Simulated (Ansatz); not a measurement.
# E(q) of Cr (Im-3m)

The source of the geometry is a structure as deposited in COD; atoms and cell stay fixed.

The runs share PBE, 16×16×16 k mesh, Fermi–Dirac smearing of 0.08 eV. PAW means Ansatz 0.2.0 on its default frozen-core files; LAPW is all-electron LAPW in Ansatz 0.2.0. Site moments are integrated in spheres about the atoms, whose radii differ between the methods.

The reference run was typed so:

```yaml
crystal:
  lattice:
    - [-1.44195, 1.44195, 1.44195]
    - [1.44195, -1.44195, 1.44195]
    - [1.44195, 1.44195, -1.44195]
  atoms:
    - { symbol: Cr, position: [0.0, 0.0, 0.0], spin: 3.0, spin_axis: [1.0, 0.0, 0.0] }
magnetization:
  noncollinear: true
  spin_spiral: { q: [0.0, 0.0, 0.0] }
kpoints:
  mp_grid: { grid: [16, 16, 16] }
scf:
  occupations: { method: fermi_dirac, width: 0.08 }
  lower_state_search: "off"
hamiltonian:
  xc: pbe
  pseudopotentials: { kind: paw }
output:
  eigenvalues: false
```

Command: `ansatz run input.yaml --threads 2 --pin off --max-ram 5120MiB --backend cpu --events-out ev --progress --plain --runs-dir out`

The input for «spiral at 0.5 of the way from Γ to H» by LAPW differs from it in these lines, output keys apart:

```diff
-  spin_spiral: { q: [0.0, 0.0, 0.0] }
+  spin_spiral: { q: [0.25, -0.25, 0.25] }
-  pseudopotentials: { kind: paw }
+  pseudopotentials: { kind: all_electron, lapw: { basis_error: 0.001 } }
```

Flat spirals without spin–orbit coupling: moments start in the xy plane and turn about z by q·R from cell to cell, and their directions inside a cell are free. q runs from Γ to H = (0.500, -0.500, 0.500) in reciprocal cell vectors. Energies count from each method's run at q = 0. Each q is a vector of the k mesh, and the mesh is shifted by q/2 where needed, so that both spin components are sampled on the same points as at q = 0. In Ansatz a GGA is taken by the program's default for non-collinear spins.

```json
{"fraction of Γ–H": "0.000", "q (1/Å)": "0.000", "ΔF PAW (meV/cell)": "0.0", "ΔF LAPW (meV/cell)": "0.0", "largest moment, PAW (μB)": "0.00"}
{"fraction of Γ–H": "0.250", "q (1/Å)": "0.545", "ΔF PAW (meV/cell)": "0.0", "ΔF LAPW (meV/cell)": "–", "largest moment, PAW (μB)": "0.00"}
{"fraction of Γ–H": "0.500", "q (1/Å)": "1.089", "ΔF PAW (meV/cell)": "0.0", "ΔF LAPW (meV/cell)": "0.0", "largest moment, PAW (μB)": "0.00"}
{"fraction of Γ–H": "0.750", "q (1/Å)": "1.634", "ΔF PAW (meV/cell)": "0.0", "ΔF LAPW (meV/cell)": "0.0", "largest moment, PAW (μB)": "0.00"}
{"fraction of Γ–H": "1.000", "q (1/Å)": "2.179", "ΔF PAW (meV/cell)": "?", "ΔF LAPW (meV/cell)": "–", "largest moment, PAW (μB)": "?"}
```

**Question.** What belongs in the row "1.000", column "largest moment, PAW (μB)"?

**Answer.** 1.11.

**Question.** Fill in "ΔF PAW (meV/cell)" for the row "1.000".

**Answer.** -18.2.

The lowest point lies at 1.000 of the way, 18.2 meV/cell under q = 0, so the antiferromagnetic state at the zone boundary wins along this line. At q = 0 the moments die out.

The Ansatz runs typed with the search for lower states off end where their start leads. The magnetic state is the one that this cell and start allow. It needn't be the compound's measured order, which may need a larger cell or be absent.
